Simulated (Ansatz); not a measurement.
What a change of settings does: Cu (fcc type)

First run: DFT, PBE, all-electron LAPW, scalar-relativistic (Ansatz 0.2.0).

Command: `ansatz run input.yaml --threads 2 --pin off --max-ram 4096MiB --backend cpu --events-out ev --progress --plain --runs-dir out` It took 22 s on 2 threads of Intel(R) Xeon(R) Platinum 8488C (Sapphire Rapids), with other jobs on the host, peak memory 0.66 GiB.

```yaml
crystal:
  lattice:
    - [0.0, 1.8147994276, -1.8147994276]
    - [-1.8147994276, 0.0, 1.8147994276]
    - [3.6295988553, 3.6295988553, 3.6295988553]
  atoms:
    - { symbol: Cu, position: [0.0, 0.0, 0.0] }
    - { symbol: Cu, position: [0.333333333, 0.666666667, 0.333333333] }
    - { symbol: Cu, position: [0.666666667, 0.333333333, 0.666666667] }
kpoints:
  mp_grid: { grid: [15, 15, 5] }
scf:
  occupations: { method: fermi_dirac, width: 0.1 }
hamiltonian:
  xc: pbe
  pseudopotentials: { kind: all_electron, lapw: { basis_error: 0.001 } }
output:
  forces: true
  stress: true
  eigenvalues: true
```

The base cell comes from a relaxation on PAW files under the same functional.

This run: bulk in the slab's orientation.

It converges in 9 SCF iterations at a pressure of 0.00 GPa.

A second input differs as follows:

```diff
   occupations: { method: fermi_dirac, width: 0.1 }
+  max_iter: 75
 hamiltonian:
   eigenvalues: true
+total_charge: -4
```

Task: What is wrong with it, and what does the program do?

Result: The change was made to test a charge that the system can't hold. The run converges in 11 SCF iterations at a pressure of 22.7 GPa. A charged periodic cell stands on a neutralising background, which shapes its energy and pressure. Compare each number with the sound run's before taking it for a property of the system. The log ends:
```
--- Stress (GPa, compression-positive) ---
       22.744782       0.416182       0.416182
        0.416182      22.744782       0.416182
        0.416182       0.416182      22.744782
  P = ⅓ Tr σ = 22.7448 GPa (227.448 kbar)
--- Band table (eV; the first three rows and the last of 119) ---
  k-point 0: bands = ["-95.3199", "-95.3093", "-95.3093", "-52.7746", "-52.7746", "-52.7048", "-52.7048", "-52.7048", "-52.7048", "-52.6922", "-52.6922", "-52.6905", "5.8479", "9.4159", "9.4159", "13.3189", "13.3189", "13.8228", "13.8228", "13.8238", "13.8895", "13.8895", "13.8895", "13.8895", "14.7403", "14.7403", "15.0762", "15.0762", "15.0762", "15.0762", "24.1572", "24.1572", "36.6520", "36.6520", "37.5535", "37.5563", "37.5563"]
  k-point 1: bands = ["-95.3193", "-95.3121", "-95.3071", "-52.7919", "-52.7525", "-52.7074", "-52.7074", "-52.7015", "-52.7015", "-52.6954", "-52.6930", "-52.6930", "6.0088", "8.2687", "10.4465", "13.3534", "13.5334", "13.7789", "13.8084", "13.8084", "13.8564", "13.8564", "13.9700", "13.9700", "14.7255", "14.7255", "14.8728", "14.8728", "15.2625", "15.2625", "21.6941", "27.0614", "36.1903", "36.6640", "37.2211", "37.3480", "37.3480"]
  k-point 2: bands = ["-95.3176", "-95.3150", "-95.3059", "-52.8013", "-52.7293", "-52.7091", "-52.7088", "-52.7088", "-52.6980", "-52.6980", "-52.6950", "-52.6950", "6.4853", "7.2550", "11.0087", "13.4959", "13.6572", "13.7606", "13.7606", "13.9359", "13.9359", "13.9773", "13.9947", "13.9947", "14.7018", "14.7018", "14.7330", "14.7330", "15.3717", "15.3717", "20.0721", "30.2488", "33.5997", "35.9365", "37.2560", "37.2560", "37.7466"]
  k-point 118: bands = ["-95.3022", "-95.3022", "-95.3022", "-52.7791", "-52.7791", "-52.7791", "-52.7534", "-52.7534", "-52.7534", "-52.7234", "-52.7234", "-52.7234", "12.4409", "12.4409", "12.4409", "12.5112", "12.5112", "12.5112", "13.2684", "13.2684", "13.2684", "14.5348", "14.5348", "14.5348", "15.3352", "15.3352", "15.3352", "19.2697", "19.2697", "19.2697", "20.6246", "20.6246", "20.6246", "26.2868", "26.2868", "26.2868", "28.2455"]
```
